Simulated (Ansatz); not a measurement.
SiMo3 (A15 (Cr3Si type), Pm-3n) at seven volumes, DFT-PBE in the program Ansatz with PAW potentials, scaled uniformly. One row is withheld.

| V (Å³/atom) | P (GPa) |
|---|---|
| 13.421 | ? |
| 13.864 | 17.65 |
| 14.306 | 8.09 |
| 14.749 | 0.00 |
| 15.191 | -6.88 |
| 15.634 | -12.74 |
| 16.076 | -17.73 |

### Question
Fit the shown pressures and predict the withheld one.

### Answer
P = (3/2)B₀(x^(7/2) − x^(5/2))[1 + (3/4)(B′ − 4)(x − 1)] with x = (V₀/V)^(2/3). Least squares on the six rows gives V₀ = 14.749 Å³/atom, B₀ = 249 GPa, B′ = 4.42. At V = 13.421, x = 1.0649 and P = 28.96 GPa. The run itself gave 28.89 GPa.

The cell was relaxed with PBE under the symmetry of its start. The run is not spin-polarised.

Potentials: the later of the program's two PAW sets.
